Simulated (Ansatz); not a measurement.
Nb3Si2 in space group P4/mbm (No. 127; Nb on 2a, Nb on 4h, Si on 4g) under volume change, plane-wave PAW r²SCAN (Ansatz code), shape and atoms relaxed at each volume.

```csv
V (Å³/atom),E − E(relaxed) (meV/atom),P (GPa)
14.446,95.2,23.13
14.923,40.0,14.21
15.399,9.5,6.55
15.875,0.0,0.00
16.351,?,?
16.828,32.6,-10.41
17.304,?,?
```

Question: Complete the blanks.

Answer: 
- 17.304, E − E(relaxed) (meV/atom): 69.8
- 17.304, P (GPa): -14.50
- 16.351, E − E(relaxed) (meV/atom): 8.6
- 16.351, P (GPa): -5.62

Question: What does a third-order Birch–Murnaghan fit give for V₀, B₀ and B′?

Answer: V₀ = 15.88 Å³/atom, B₀ = 202 GPa, B′ = 4.2.

The first step of the workflow began from a Materials Project structure, measured or hypothetical; the Crystallography Open Database copy checked does not list it. Whether it is the stable phase at ambient conditions was not checked. Symmetry was held in the r²SCAN relaxation; whether a distortion lowers the energy is not shown. No spin polarisation was allowed.

Potentials: the later of the program's two PAW sets.
